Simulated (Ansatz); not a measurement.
A generated cell, in the space group of a known form (sites not compared), of Zr3Au: Pm-3n (No. 223), cP8, A15 (Cr3Si type); a = b = c = 5.4477 Å, α = β = γ = 90.00°; Zr 6c (0.000, 0.500, 0.250); Au 2a (0.000, 0.000, 0.000). Computed with PBEsol (plane waves to 420 eV, PAW, scalar-relativistic; Ansatz, a program for electronic structure). Element references, the lowest calculated here: Zr (P6/mmm, not the ambient form), Au (Fm-3m).

Problem. Predict the formation energy of this Pm-3n form of Zr3Au from the elements from PBEsol.

Solution. -0.39 eV/atom.

A lower structure of this composition may exist.

Static energies, no anion corrections, no zero-point energy. Values are rounded to 0.01 eV/atom. Not shown to be the ambient phase of their composition (a lower form may be missing, and a cell relaxed within its start's symmetry can be a saddle point): Zr3Au (Pm-3n). Spin-orbit coupling is missing from these energies, which matters for elements this heavy. The compounds carry no spin polarisation.
